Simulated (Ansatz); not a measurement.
## Cost of a DFT run on Bi₂S₃

```yaml
crystal:
  lattice:
    - [11.345, 0.0, 0.0]
    - [0.0, 3.994, 0.0]
    - [0.0, 0.0, 11.41686]
  atoms:
    - { symbol: Bi, position: [0.4866482607, 0.25, 0.3250674315] }
    - { symbol: Bi, position: [0.0133517393, 0.75, 0.8250674315] }
    - { symbol: Bi, position: [0.9866482607, 0.25, 0.1749325685] }
    - { symbol: Bi, position: [0.5133517393, 0.75, 0.6749325685] }
    - { symbol: Bi, position: [0.3387531606, 0.75, 0.0319967105] }
    - { symbol: Bi, position: [0.1612468394, 0.25, 0.5319967105] }
    - { symbol: Bi, position: [0.8387531606, 0.75, 0.4680032895] }
    - { symbol: Bi, position: [0.6612468394, 0.25, 0.9680032895] }
    - { symbol: S, position: [0.2844639624, 0.25, 0.1921554191] }
    - { symbol: S, position: [0.2155360376, 0.75, 0.6921554191] }
    - { symbol: S, position: [0.7844639624, 0.25, 0.3078445809] }
    - { symbol: S, position: [0.7155360376, 0.75, 0.8078445809] }
    - { symbol: S, position: [0.5497739987, 0.75, 0.1291586996] }
    - { symbol: S, position: [0.9502260013, 0.25, 0.6291586996] }
    - { symbol: S, position: [0.0497739987, 0.75, 0.3708413004] }
    - { symbol: S, position: [0.4502260013, 0.25, 0.8708413004] }
    - { symbol: S, position: [0.3779606519, 0.75, 0.4437800873] }
    - { symbol: S, position: [0.1220393481, 0.25, 0.9437800873] }
    - { symbol: S, position: [0.8779606519, 0.75, 0.0562199127] }
    - { symbol: S, position: [0.6220393481, 0.25, 0.5562199127] }
kpoints:
  mp_grid: { grid: [3, 7, 3] }
scf:
  occupations: { method: fermi_dirac, width: 0.02 }
hamiltonian:
  xc: pbe
  pseudopotentials: { kind: paw }
output:
  forces: true
  stress: true
  populations: true
  efg:
    quadrupole_moments_barn: { Bi: -0.516, S: -0.0694 }
    contact_densities: true
  write_density: true
  write_potential: true
  elf: true
  volumetric_format: npy
relax:
  f_tol: 0.02
  max_steps: 60
```

```sh
ansatz run input.yaml --threads 2 --pin off --max-ram 5120MiB --backend cpu --events-out ev --progress --plain --runs-dir out
```

It runs on 2 threads of Intel Xeon Processor @ 2.50GHz (Skylake/Cascade Lake) (x86_64; 62 cores open to the job, memory cap 5.0 GiB, no GPU), a shared host with a load of 0.9 a core.

(1) Estimate the wall time and the peak memory.

Answers

(1) About 4.9 min of wall time (9.5 min of CPU time) and 1.5 GiB. The run holds 192 valence electrons in 116 bands, about 10103 plane waves a k-point and 16 irreducible k-points, and took 37 SCF iterations, over 6 ionic steps. Times on a shared host vary by tens of per cent.
